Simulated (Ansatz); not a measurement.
Ga in space group P6/mmm (No. 191; Ga on 2c) under volume change, DFT-PBE in the program Ansatz with PAW potentials, shape and atoms relaxed at each volume.

```json
[
 {"V (Å³/atom)": "21.545", "E − E(relaxed) (meV/atom)": "29.4", "P (GPa)": "4.83"},
 {"V (Å³/atom)": "22.255", "E − E(relaxed) (meV/atom)": "12.3", "P (GPa)": "2.94"},
 {"V (Å³/atom)": "22.965", "E − E(relaxed) (meV/atom)": "___", "P (GPa)": "___"},
 {"V (Å³/atom)": "23.675", "E − E(relaxed) (meV/atom)": "0.0", "P (GPa)": "0.00"},
 {"V (Å³/atom)": "24.386", "E − E(relaxed) (meV/atom)": "2.6", "P (GPa)": "-1.12"},
 {"V (Å³/atom)": "25.096", "E − E(relaxed) (meV/atom)": "9.5", "P (GPa)": "-2.00"},
 {"V (Å³/atom)": "25.806", "E − E(relaxed) (meV/atom)": "___", "P (GPa)": "___"}
]
```

**Question.** Fill in the missing entries.

**Answer.** 
- 22.965, E − E(relaxed) (meV/atom): 2.9
- 22.965, P (GPa): 1.34
- 25.806, E − E(relaxed) (meV/atom): 20.1
- 25.806, P (GPa): -2.76

**Question.** What does a third-order Birch–Murnaghan fit give for V₀, B₀ and B′?

**Answer.** V₀ = 23.68 Å³/atom, B₀ = 40.2 GPa, B′ = 5.1.

A made-up cell: these elements were put on the sites of a structure type; neither database checked (COD, Materials Project) lists it. It is not the phase usual at ambient conditions (space group No. 64). Symmetry was held in the PBE relaxation; its stability against distortions is not shown here.

Potentials: the earlier of the program's two PAW sets.
